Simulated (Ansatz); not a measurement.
# Y₂SbAs, before and after

The cell of Y₂SbAs is invented: random cell by space group and Wyckoff sites (P6/mmm, No. 191). Its size is a rough estimate.

start.cif

```cif
data_structure
_symmetry_space_group_name_H-M 'P6/mmm'
_symmetry_Int_Tables_number 191
_cell_length_a 5.3412
_cell_length_b 5.3412
_cell_length_c 4.9287
_cell_angle_alpha 90.000
_cell_angle_beta 90.000
_cell_angle_gamma 120.000
_cell_volume 121.77
loop_
_atom_site_label
_atom_site_type_symbol
_atom_site_symmetry_multiplicity
_atom_site_Wyckoff_symbol
_atom_site_fract_x
_atom_site_fract_y
_atom_site_fract_z
_atom_site_occupancy
Y1 Y 2 d 0.33333 0.66667 0.50000 1
Sb1 Sb 1 a 0.00000 0.00000 0.00000 1
As1 As 1 b 0.00000 0.00000 0.50000 1
```

These are results of DFT PBE, scalar-relativistic, plane waves, PAW (Ansatz), not measurements. Cutoff 420 eV, Gaussian smearing, Γ-centred meshes. Cell and atoms relax first on a coarse mesh and then on a finer one. In between, the cell is made exact in the group found at 0.06 Å. In metals the finer mesh still leaves noise of several meV/atom or more. The steps can't lower the symmetry of their start. No spin polarisation.

end.cif

```cif
data_structure
_symmetry_space_group_name_H-M 'P6/mmm'
_symmetry_Int_Tables_number 191
_cell_length_a 5.1890
_cell_length_b 5.1890
_cell_length_c 5.5805
_cell_angle_alpha 90.000
_cell_angle_beta 90.000
_cell_angle_gamma 120.000
_cell_volume 130.13
loop_
_atom_site_label
_atom_site_type_symbol
_atom_site_symmetry_multiplicity
_atom_site_Wyckoff_symbol
_atom_site_fract_x
_atom_site_fract_y
_atom_site_fract_z
_atom_site_occupancy
Y1 Y 2 d 0.33333 0.66667 0.50000 1
Sb1 Sb 1 a 0.00000 0.00000 0.00000 1
As1 As 1 b 0.00000 0.00000 0.50000 1
```

The symmetry stays P6/mmm (No. 191). The volume per atom grows by 6.9 %, from 30.4 to 32.5 Å³. The shortest distance goes from 2.46 Å (Sb–As) to 2.79 Å (Sb–As). The ratio c/a of the conventional cell changes by a factor of 1.17. The energy falls by about 0.17 eV/atom (the start's value is from the coarse mesh).

* Volume per atom: 32.53 Å³
* Density: 4.78 g/cm³
* Energy over the elements: +0.17 eV/atom
* Gap on the 12×12×8 mesh of the 4-atom cell: 0 eV (a metal)

The zero of energy is the elements' standard structures at the same level; no fitted shifts are applied. The separate elements lie lower, so it is unstable against them.

The last run used Gaussian smearing of 0.10 eV. Spin–orbit coupling, which can matter for Sb, is left out. The reference form of As is held partly by dispersion forces, which this level lacks. A structure relaxed within its symmetry needn't be a true minimum. In all, the 3 runs took 93 s on 1 thread of AMD EPYC 7B13 (Zen 3) (shared host).
